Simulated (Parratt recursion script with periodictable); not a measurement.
Neutron reflectivity, Kiessig fringes on Si: a table of runs and one to predict

Model: specular neutron reflectivity, Parratt recursion, Névot-Croce roughness, natural isotopes, no magnetic scattering. Program: Parratt recursion script with periodictable 1.7.1.

Neutron wavelength 4.1 Å. Q is scanned from 0.004 to 0.3 Å⁻¹ in 600 evenly spaced points, and the curve is smoothed with a Gaussian of 0.001 Å⁻¹ full width. A minimum is a scan point below both neighbours, placed by a parabola through ln R at the three points.

Each run is one film on Si (density 2.313 g/cm³, ρ = 2.059 × 10⁻⁶ Å⁻², rms roughness 3.3 Å) under vacuum. The film surface has an rms roughness of 7.5 Å in all runs. ρ and ρ″ are the real and imaginary parts of the scattering length density. The table lists all minima between 0.035 and 0.265 Å⁻¹.

| run | film | thickness d (Å) | density (g/cm³) | ρ (10⁻⁶ Å⁻²) | ρ″ (10⁻⁶ Å⁻²) | minima at Q (Å⁻¹) |
|---|---|---|---|---|---|---|
| A | La2O3 | 100 | 6.218 | 3.896 | 5.734 × 10⁻⁴ | 0.0660, 0.1270, 0.1890, 0.2517 |
| B | La2O3 | 100 | 4.631 | 2.901 | 4.271 × 10⁻⁴ | 0.0701, 0.1285, 0.1896, 0.2515 |
| C | La2O3 | 80 | 6.218 | 3.896 | 5.734 × 10⁻⁴ | ? |
| D | La2O3 | 125 | 6.218 | 3.896 | 5.734 × 10⁻⁴ | 0.0535, 0.1021, 0.1516, 0.2015, 0.2517 |

Densities are inputs, not measurements. They were set from computed cells of the Materials Project: La2O3 from entry mp-1968 (P-3m1, 6.615 g/cm³, taken at 70 and 94 %); Si from entry mp-149 (Fd-3m, 2.313 g/cm³). A layer's crystal structure does not enter its constants, only its composition and density.

**Question.** How many minima does run C have between 0.035 and 0.265 Å⁻¹, and where?

**Answer.** Inside a film the fringe order is m = (d/2π)(Q² − 16πρ)^½, with the film's own ρ. Where the film's ρ lies above the substrate's, its two faces reflect with opposite signs, and minima are expected at whole m.

- Run A, ρ above the substrate's: the minima give m = 1.03, 2.01, 3.00, 4.00.
- Run B, ρ above the substrate's: the minima give m = 1.10, 2.04, 3.01, 4.00.
- Run D, ρ above the substrate's: the minima give m = 1.03, 2.01, 3.00, 4.00, 5.00.

In run C the film's ρ lies above the substrate's, so take whole m. The window runs from m = 0.41 to 3.37 and holds m = 1, 2, 3. Then Q² = 16πρ + (2πm/d)² gives Q = 0.0798, 0.1577, 0.2360 Å⁻¹.

The run has 3 minima, at 0.0818, 0.1580, 0.2358 Å⁻¹. The largest distance from one of them to an estimated minimum is 0.0020 Å⁻¹, against a mean spacing of 0.0770 Å⁻¹.
